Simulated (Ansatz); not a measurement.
Data:

AlInSb₂:
```
CELL_PARAMETERS angstrom
      2.21957     1.28147     7.24206
     -2.21957     1.28147     7.24206
      0.00000    -2.56293     7.24206
ATOMIC_POSITIONS crystal
  Al 0.99945 0.99945 0.99945
  In 0.50066 0.50066 0.50066
  Sb 0.12084 0.12084 0.12084
  Sb 0.62906 0.62906 0.62906
```

This is the LDA-relaxed structure. x, y and z are the axes in which the lattice vectors are written.

**Question.** All from the program Ansatz at the LDA level (PAW), unless another level is named. Estimate the bulk modulus (Birch–Murnaghan fit).

**Answer.** 50.8 GPa.

**Question.** And the elastic constants (relaxed ions, GPa)?

**Answer.** C11 = 90.2, C12 = 33.8, C13 = 28.9, C14 = -7.4, C33 = 96.1, C44 = 22.8.

**Question.** What about the piezoelectric stress constants (proper, relaxed ions, C/m²)?

**Answer.** e15 = e24 = 0.09, e16 = e21 = e33 = -0.10, e22 = 0.10.

Space group R3m. The workflow started from a Materials Project entry (that database holds measured and hypothetical structures alike); the Crystallography Open Database copy checked does not list it. With Al and In taken as one species the cell has the higher symmetry F-43m, so it may be an ordered model of a mixed-site phase. Its standing as an ambient phase is unchecked. The LDA relaxation kept the symmetry of its start; of distortions, only those at the zone centre were tested. Scalar-relativistic: spin–orbit coupling is off unless named, which matters more the heavier the elements.

Potentials: the later of the program's two PAW sets.
